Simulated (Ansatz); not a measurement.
Computed with DFT PBE, scalar-relativistic, plane waves, PAW (Ansatz 0.2.0). Cutoff 420 eV, Γ-centred meshes of about 0.25 Å⁻¹ or finer for metals and 0.3 Å⁻¹ for insulators (2π included), Gaussian smearing. No spin polarisation.

Relaxed structures of CaTl4O3, with energies over the first row. Coordination counts O atoms around Ca and Tl (those within 1.25 times the shortest such distance or 1.15 times the sum of covalent radii; the shortest distance is added where it is long for a bond; a slash parts the counts of unlike sites).

```csv
#,form,sites,V (Å³/atom),coordination,ΔE (meV/atom)
1,R-3m,"Ca 3b; Tl 6c, 6c; O 6c, 3a",22.2,"Ca 6, Tl 3 from 2.6 Å",0
2,P-6,"Ca 1e; Tl 3k, 1c; O 3j",26.5,"Ca 3, Tl 2/3 from 2.9 Å",295
```

A further structure, relaxed alike:

```xyz
8
Lattice="5.6011 0.0000 0.0000 0.0000 5.6011 0.0000 0.0000 0.0000 5.6011" Properties=species:S:1:pos:R:3 pbc="T T T"
Ca    0.0000    0.0000    0.0000
Tl    1.6824    1.6824    1.6824
Tl    3.9187    3.9187    1.6824
Tl    1.6824    3.9187    3.9187
Tl    3.9187    1.6824    3.9187
O     0.0000    2.8005    0.0000
O     0.0000    0.0000    2.8005
O     2.8005    0.0000    0.0000
```

Question: Where does it fall in the ranking, and at what energy?

Answer: It is the highest, 480 meV/atom above row 1, with space group P-43m (No. 215) and 22.0 Å³/atom. Counting O atoms around Ca and Tl, this cell and row 1 both have Ca 6, Tl 3 from 2.6 Å. Around Ca lie 6 O at 2.80 Å and 4 Tl at 2.91 Å; Tl is surrounded by 3 O at 2.63 Å, 1 Ca at 2.91 Å and 3 Tl at 3.16 Å; around O lie 4 Tl at 2.63 Å and 2 Ca at 2.80 Å.

No dispersion correction is applied, so the spacing and binding between layers, chains or molecules are poorly described (R-3m), and this can change margins and order among such cells. These runs have no spin–orbit coupling, which can matter for Tl. With atoms moved at random, row 1 came back. Row 2 and the further cell had no clear such test and can be saddle points.
